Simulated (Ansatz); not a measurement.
CaP2Ru2: do energies and stresses tell the same story?

Method: Ansatz, DFT r2SCAN, scalar-relativistic, plane waves, PAW.

Cutoff 500 eV; k points 12×12×12 on the computed 5-atom cell (Γ-centred); Gaussian smearing, width 0.10 eV; no spin polarisation.

Relaxed cell: I4/mmm, a = 4.045 Å, b = 4.045 Å, c = 9.865 Å, α = 90.00°, β = 90.00°, γ = 90.00°, 5 atoms in the primitive cell. Whether it is the stable form of this composition wasn't checked.

Energies at zero smearing and pressures from the stress tensor, at volumes with shape and atoms relaxed:
```
V (Å³/atom) E − E(first) (meV/atom) P (GPa)
     14.206                     0.00    20.27
     14.691                   -49.96    13.05
     15.175                   -80.39     7.34
     15.659                   -95.74     3.03
     16.144                  -100.10     0.01
     16.628                   -96.69    -2.10
     17.112                   -88.13    -3.28
     17.758                   -72.98    -4.37
```

Check P = −dE/dV between neighbouring volumes, and get the bulk modulus from the pressures alone.

With 1 eV/Å³ = 160.2 GPa:
```json
{"middle V (Å³/atom)": "14.449", "−ΔE/ΔV (GPa)": "16.528", "mean P (GPa)": "16.662"}
{"middle V (Å³/atom)": "14.933", "−ΔE/ΔV (GPa)": "10.065", "mean P (GPa)": "10.195"}
{"middle V (Å³/atom)": "15.417", "−ΔE/ΔV (GPa)": "5.080", "mean P (GPa)": "5.185"}
{"middle V (Å³/atom)": "15.901", "−ΔE/ΔV (GPa)": "1.441", "mean P (GPa)": "1.522"}
{"middle V (Å³/atom)": "16.386", "−ΔE/ΔV (GPa)": "-1.128", "mean P (GPa)": "-1.044"}
{"middle V (Å³/atom)": "16.870", "−ΔE/ΔV (GPa)": "-2.832", "mean P (GPa)": "-2.690"}
{"middle V (Å³/atom)": "17.435", "−ΔE/ΔV (GPa)": "-3.759", "mean P (GPa)": "-3.822"}
```

The two differ by 0.14 GPa at most. The mean of two end pressures misses the average over a step by about ΔV² P″/12, up to 0.13 GPa here; with that taken off 0.11 GPa remains, from the smearing term (the stress is the derivative of the free energy), the finite cutoff, the mesh or the relaxation's tolerance. Around V = 16.144 Å³/atom, the two neighbours give B = −V ΔP/ΔV = 16.144 × 5.13 / 0.969 = 85.5 GPa, against B0 = 82.8 GPa from the Birch–Murnaghan fit of the energies, which describes these points poorly (B0' = 11.6).

Cost: 9 runs of about 12 core-minutes in all, on AMD EPYC 9R45 (Zen 5) (shared hosts).